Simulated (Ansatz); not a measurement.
**Cs$_{2}$TlGa in Ansatz, relaxation**

input.yaml:

```yaml
crystal:
  lattice:
    - [0.0, 0.0, 7.359846]
    - [4.518291, -4.518291, 3.679923]
    - [4.518291, 4.518291, -3.679923]
  atoms:
    - { symbol: Ga, position: [0.75, 0.5, 0.5] }
    - { symbol: Ga, position: [0.25, 0.5, 0.5] }
    - { symbol: Cs, position: [0.67, 0.5, 0.84] }
    - { symbol: Cs, position: [0.17, 0.16, 0.5] }
    - { symbol: Cs, position: [0.33, 0.5, 0.16] }
    - { symbol: Cs, position: [0.83, 0.84, 0.5] }
    - { symbol: Tl, position: [0.25, 0.0, 0.0] }
    - { symbol: Tl, position: [0.75, 0.0, 0.0] }
  symmetry: { tolerance: 0.0003 }
kpoints:
  mp_grid: { grid: [6, 6, 6], shift: [0, 0, 0] }
magnetization:
  spin_polarized: false
scf:
  occupations: { method: cold, width: 0.184 }
  lower_state_search: "off"
hamiltonian:
  pseudopotentials: { kind: paw }
  xc: r2scan
basis:
  ecutwfc: 500
  fft_grid_basis: typed
relax:
  max_steps: 40
output:
  forces: true
  stress: true
  eigenvalues: true
  bader: true
  populations: true
  elf: true
  write_potential: true
  volumetric_format: npy
  dos:
    e_range: [-12, 8]
    de: 0.05
    projected: { site_lists: { Cs: [Cs], Ga: [Ga], Tl: [Tl] } }
  write_density: true
checkpoint:
  read: saved_state
```

Launch command:

```bash
ansatz run input.yaml --threads 2 --pin off --max-ram 3584MiB --backend cpu --events-out ev --progress --plain --runs-dir out
```

Origin of the cell: a known structure type with other elements, at an estimated volume, so it need not be a known compound.

The saved state is a converged single point of the same cell.

Steps:

```json
{"step": "1", "ΔF (meV/atom)": "0.0", "max force component (eV/Å)": "2.240", "SCF iterations": "7", "step was": "accepted"}
{"step": "2", "ΔF (meV/atom)": "-267.7", "max force component (eV/Å)": "1.623", "SCF iterations": "6", "step was": "accepted"}
{"step": "3", "ΔF (meV/atom)": "-447.0", "max force component (eV/Å)": "1.003", "SCF iterations": "6", "step was": "accepted"}
{"step": "4", "ΔF (meV/atom)": "-551.8", "max force component (eV/Å)": "0.545", "SCF iterations": "6", "step was": "accepted"}
{"step": "5", "ΔF (meV/atom)": "-605.0", "max force component (eV/Å)": "0.233", "SCF iterations": "6", "step was": "accepted"}
{"step": "6", "ΔF (meV/atom)": "-622.8", "max force component (eV/Å)": "0.032", "SCF iterations": "6", "step was": "accepted"}
{"step": "7", "ΔF (meV/atom)": "-623.2", "max force component (eV/Å)": "0.003", "SCF iterations": "6", "step was": "accepted"}
```

The starting structure.

Space group I4/mcm (No. 140); the run's cell has a = 7.360 Å, b = 7.374 Å, c = 7.374 Å, α = 104.42°, β = 119.94°, γ = 60.06°. Shortest distances: Cs–Ga 2.85 Å.

After:

Space group P4/mmm (No. 123); the run's cell has a = 7.360 Å, b = 7.374 Å, c = 7.374 Å, α = 104.42°, β = 119.94°, γ = 60.06°. Shortest distances: .

```yaml
crystal:
  lattice:
    - [0.00000, 0.00000, 7.35985]
    - [4.51829, -4.51829, 3.67992]
    - [4.51829, 4.51829, -3.67992]
  atoms:
    - { symbol: Ga, position: [0.75000, 0.50000, 0.50000] }
    - { symbol: Ga, position: [0.25000, 0.50000, 0.50000] }
    - { symbol: Cs, position: [0.74976, 0.50000, 0.99951] }
    - { symbol: Cs, position: [0.24976, 0.00049, 0.50000] }
    - { symbol: Cs, position: [0.25024, 0.50000, 0.00049] }
    - { symbol: Cs, position: [0.75024, 0.99951, 0.50000] }
    - { symbol: Tl, position: [0.25000, 0.00000, 0.00000] }
    - { symbol: Tl, position: [0.75000, 0.00000, 0.00000] }
```

* Free energy lowered by: 623.2 meV/atom
* Final pressure: 2.81 GPa
* Relaxation steps listed: 7

Caveats: no spin-orbit coupling, though heavy elements are present; the SCF threshold is looser than advised for a stress; the relaxation held the start's symmetry, so the end may be a saddle point; wide smearing.

Time: 2.7 min on 2 threads of Intel(R) Xeon(R) Platinum 8488C (Sapphire Rapids), with other jobs on the host, peak memory 1.8 GiB, from a saved density.
